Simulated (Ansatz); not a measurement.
SiC: computed property card

SiC:
```yaml
crystal:
  lattice:
    - [5.35730, 0.00000, 0.00000]
    - [0.00000, 5.35730, 0.00000]
    - [0.00000, 0.00000, 5.35730]
  atoms:
    - { symbol: Si, position: [0.25000, 0.00000, 0.50000] }
    - { symbol: Si, position: [0.75000, 0.00000, 0.50000] }
    - { symbol: Si, position: [0.50000, 0.25000, 0.00000] }
    - { symbol: Si, position: [0.50000, 0.75000, 0.00000] }
    - { symbol: Si, position: [0.00000, 0.50000, 0.25000] }
    - { symbol: Si, position: [0.00000, 0.50000, 0.75000] }
    - { symbol: C, position: [0.00000, 0.25000, 0.50000] }
    - { symbol: C, position: [0.00000, 0.75000, 0.50000] }
    - { symbol: C, position: [0.25000, 0.50000, 0.00000] }
    - { symbol: C, position: [0.75000, 0.50000, 0.00000] }
    - { symbol: C, position: [0.50000, 0.00000, 0.75000] }
    - { symbol: C, position: [0.50000, 0.00000, 0.25000] }
```

Space group Pm-3n (No. 223); conventional cell a = 5.3573 Å, b = 5.3573 Å, c = 5.3573 Å, α = 90.00°, β = 90.00°, γ = 90.00°.

Method: the program Ansatz at the PBE level (PAW). The cell and atoms are relaxed at this level. Other levels are named where they apply.

**Cell and energy**

| Item | Result |
|---|---|
| Volume per atom | 12.81 Å³ |
| Density | 2.60 g/cm³ |
| Formation energy from the elements (no fitted shifts) | 2.0 kJ/mol-atom |

**Electronic structure**

| Quantity | Value |
|---|---|
| Band gap | 1.88 eV (indirect) |
| Valence-band maximum | at Γ |
| Conduction-band minimum | on the Γ–X line, 76 % of the way from Γ (6 equivalent valleys) |
| Smallest direct gap on the standard path | 2.06 eV |
| Electron effective mass | 0.35, 0.35, 0.51 mₑ (principal values) |
| Weight of the conduction-edge state by species (Voronoi cells) | Si 61 %, C 39 % |
| Hole effective mass, band 1 of 3 at the edge | 4.2 along [100], 4.2 along [110], 0.65 along [111] (mₑ) |
| Hole effective mass, band 2 of 3 at the edge | 4.2 along [100], 0.46 along [110], 0.65 along [111] (mₑ) |
| Hole effective mass, band 3 of 3 at the edge | 0.20 along [100], 0.34 along [110], 0.43 along [111] (mₑ) |
| Weight of the valence-edge state by species (Voronoi cells) | C 77 %, Si 23 % |

**Mechanics**

| Item | Value |
|---|---|
| Bulk modulus (Birch–Murnaghan fit) | 166 GPa |
| Pressure derivative B′ | 3.9 |

The start of the workflow was typed in or built on a structure type; neither database checked (COD, Materials Project) lists it. It is not the phase usual at ambient conditions (space group No. 186, 216). The PBE relaxation kept the symmetry of its start; whether a distortion lowers the energy is not shown. The references are the lowest solids computed at this level, not always the standard phases.

Potentials: the later of the program's two PAW sets.
